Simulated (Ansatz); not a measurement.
Geometry optimisation in Ansatz: input, command and trajectory.

```yaml
crystal:
  lattice:
    - [2.2457162383, 1.2965648747, 11.1402320433]
    - [-2.2457162383, 1.2965648747, 11.1402320433]
    - [0.0, -2.5931297494, 11.1402320433]
  atoms:
    - { symbol: Bi, position: [0.3955541002, 0.3955541002, 0.3955541002] }
    - { symbol: Bi, position: [0.6044458998, 0.6044458998, 0.6044458998] }
    - { symbol: Te, position: [0.0, 0.0, 0.0] }
    - { symbol: Te, position: [0.2192602055, 0.2192602055, 0.2192602055] }
    - { symbol: Te, position: [0.7807397945, 0.7807397945, 0.7807397945] }
basis:
  ecutwfc: 420
kpoints:
  mp_grid: { grid: [12, 12, 12] }
hamiltonian:
  xc: pbe
scf:
  occupations: { method: gaussian, width: 0.02 }
output:
  forces: true
  stress: true
  eigenvalues: true
relax:
  adjacent_minimum: "off"
  f_tol: 0.01
  max_steps: 30
  cell: { stress_tol: 0.1, fix: [volume] }
```

```bash
ansatz run input.yaml --threads 2 --pin off --max-ram 5120MiB --backend cpu --events-out ev --progress --plain --runs-dir out
```

The calculation used Ansatz 0.2.0, DFT PBE, scalar-relativistic, plane waves, PAW.

The volume is held at 1.06 times that of the relaxed cell.

Of 7 frames 6 are shown, positions in Å and forces in eV/Å; the SCF threshold varies from step to step. Steps run on the plane waves of an earlier cell, with a Pulay correction in the pressure. The basis is chosen afresh for the last frame, the zero of the energies, and at times for earlier ones too; energy and pressure step there, also at an unchanged geometry. The mark taken_back stands on steps that the optimiser undid.

```xyz
5
Lattice="2.2457 1.2966 11.1402 -2.2457 1.2966 11.1402 0.0000 -2.5931 11.1402" Properties=species:S:1:pos:R:3:forces:R:3 pbc="T T T" step=1 free_energy_over_end_meV_per_atom=3.81 pressure_GPa=-1.30
Bi    0.0000    0.0000   13.2197    0.0000    0.0000    0.0694
Bi    0.0000    0.0000   20.2010    0.0000    0.0000   -0.0694
Te    0.0000    0.0000    0.0000    0.0000    0.0000    0.0000
Te    0.0000    0.0000    7.3278    0.0000    0.0000    0.2027
Te    0.0000    0.0000   26.0929    0.0000    0.0000   -0.2027
5
Lattice="2.2399 1.2932 11.1981 -2.2399 1.2932 11.1981 0.0000 -2.5864 11.1981" Properties=species:S:1:pos:R:3:forces:R:3 pbc="T T T" step=2 free_energy_over_end_meV_per_atom=2.44 pressure_GPa=0.12
Bi    0.0000    0.0000   13.2166    0.0000    0.0000   -0.0451
Bi    0.0000    0.0000   20.3777    0.0000    0.0000    0.0451
Te    0.0000    0.0000    0.0000    0.0000    0.0000    0.0000
Te    0.0000    0.0000    7.5085    0.0000    0.0000   -0.1668
Te    0.0000    0.0000   26.0857    0.0000    0.0000    0.1668
5
Lattice="2.2345 1.2901 11.2520 -2.2345 1.2901 11.2520 0.0000 -2.5802 11.2520" Properties=species:S:1:pos:R:3:forces:R:3 pbc="T T T" step=3 free_energy_over_end_meV_per_atom=0.34 pressure_GPa=-0.40
Bi    0.0000    0.0000   13.3051    0.0000    0.0000   -0.0017
Bi    0.0000    0.0000   20.4508    0.0000    0.0000    0.0017
Te    0.0000    0.0000    0.0000    0.0000    0.0000    0.0000
Te    0.0000    0.0000    7.4940    0.0000    0.0000   -0.0019
Te    0.0000    0.0000   26.2619    0.0000    0.0000    0.0019
5
Lattice="2.2258 1.2851 11.3405 -2.2258 1.2851 11.3405 0.0000 -2.5701 11.3405" Properties=species:S:1:pos:R:3:forces:R:3 pbc="T T T" step=4 free_energy_over_end_meV_per_atom=0.02 pressure_GPa=-0.28
Bi    0.0000    0.0000   13.3994    0.0000    0.0000    0.0155
Bi    0.0000    0.0000   20.6221    0.0000    0.0000   -0.0155
Te    0.0000    0.0000    0.0000    0.0000    0.0000    0.0000
Te    0.0000    0.0000    7.5661    0.0000    0.0000    0.0124
Te    0.0000    0.0000   26.4554    0.0000    0.0000   -0.0124
5
Lattice="2.2231 1.2835 11.3681 -2.2231 1.2835 11.3681 0.0000 -2.5670 11.3681" Properties=species:S:1:pos:R:3:forces:R:3 pbc="T T T" step=5 free_energy_over_end_meV_per_atom=0.03 pressure_GPa=-0.21 taken_back
Bi    0.0000    0.0000   13.4360    0.0000    0.0000   -0.0360
Bi    0.0000    0.0000   20.6684    0.0000    0.0000    0.0360
Te    0.0000    0.0000    0.0000    0.0000    0.0000    0.0000
Te    0.0000    0.0000    7.5886    0.0000    0.0000   -0.0178
Te    0.0000    0.0000   26.5158    0.0000    0.0000    0.0178
5
Lattice="2.2245 1.2843 11.3540 -2.2245 1.2843 11.3540 0.0000 -2.5686 11.3540" Properties=species:S:1:pos:R:3:forces:R:3 pbc="T T T" step=7 free_energy_over_end_meV_per_atom=0.00 pressure_GPa=-0.24
Bi    0.0000    0.0000   13.4155    0.0000    0.0000    0.0002
Bi    0.0000    0.0000   20.6464    0.0000    0.0000   -0.0002
Te    0.0000    0.0000    0.0000    0.0000    0.0000    0.0000
Te    0.0000    0.0000    7.5780    0.0000    0.0000    0.0017
Te    0.0000    0.0000   26.4839    0.0000    0.0000   -0.0017
```

Time: 92 s on 2 threads of AMD EPYC 9R45 96-Core Processor (Zen 5), on a shared host, peak memory 1.4 GiB.

Spin–orbit coupling is left out, which can shift energies with elements as heavy as these. The cell holds layers, and where no dispersion correction was added their binding is poorly described.